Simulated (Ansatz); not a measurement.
AlPt (rock salt, space group No. 225) at seven volumes, r²SCAN (plane waves, PAW; program Ansatz), scaled uniformly. One row is withheld.

| V (Å³/atom) | P (GPa) |
|---|---|
| 15.042 | 17.14 |
| 15.537 | 10.45 |
| 16.033 | 4.78 |
| 16.529 | -0.01 |
| 17.025 | ? |
| 17.521 | -7.48 |
| 18.017 | -10.37 |

**Question.** Fit the shown pressures and predict the withheld one.

**Answer.** P = (3/2)B₀(x^(7/2) − x^(5/2))[1 + (3/4)(B′ − 4)(x − 1)] with x = (V₀/V)^(2/3). Least squares on the six rows gives V₀ = 16.528 Å³/atom, B₀ = 146 GPa, B′ = 4.59. At V = 17.025, x = 0.9804 and P = -4.04 GPa. The run itself gave -4.06 GPa.

Space group Fm-3m (rock salt). The start of the workflow was typed in or built on a structure type; neither database checked (COD, Materials Project) lists it. Whether it is the stable phase at ambient conditions was not checked. Symmetry was held in the r²SCAN relaxation; whether a distortion lowers the energy is not shown. No spin polarisation was allowed. Spin–orbit coupling is left out wherever it is not named.

Potentials: the earlier of the program's two PAW sets.
